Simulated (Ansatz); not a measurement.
# Straining Zr3N2

All numbers below come from DFT PBEsol, scalar-relativistic, plane waves, PAW in Ansatz 0.2.0. (420 eV cutoff, 12×12×12 k-mesh, Gaussian smearing of 0.10 eV, no spin polarisation)

Reference structure (relaxed):

```
CELL_PARAMETERS angstrom
2.79947 1.61627 5.19367
-2.79947 1.61627 5.19367
0.00000 -3.23255 5.19367
ATOMIC_POSITIONS crystal
Zr 0.42499 0.07501 0.75000
Zr 0.07501 0.75000 0.42499
Zr 0.75000 0.42499 0.07501
Zr 0.25000 0.57501 0.92499
Zr 0.92499 0.25000 0.57501
Zr 0.57501 0.92499 0.25000
N 0.33867 0.33867 0.33867
N 0.16133 0.16133 0.16133
N 0.83867 0.83867 0.83867
N 0.66133 0.66133 0.66133
```

Deformation: all cell vectors scaled alike, the atoms relaxed, all within the symmetry that the strain leaves. Energies are extrapolated to zero smearing. Stress is positive in compression, on the Cartesian axes of the cell above.

Strains computed: -4.0, -2.0, +2.0, +4.0 %.

Q: At which strain does the energy stand 31.5 meV/atom over the relaxed crystal with σxx = -11.09, σyy = -11.09, σzz = -11.15 GPa?

A: +2.0 %.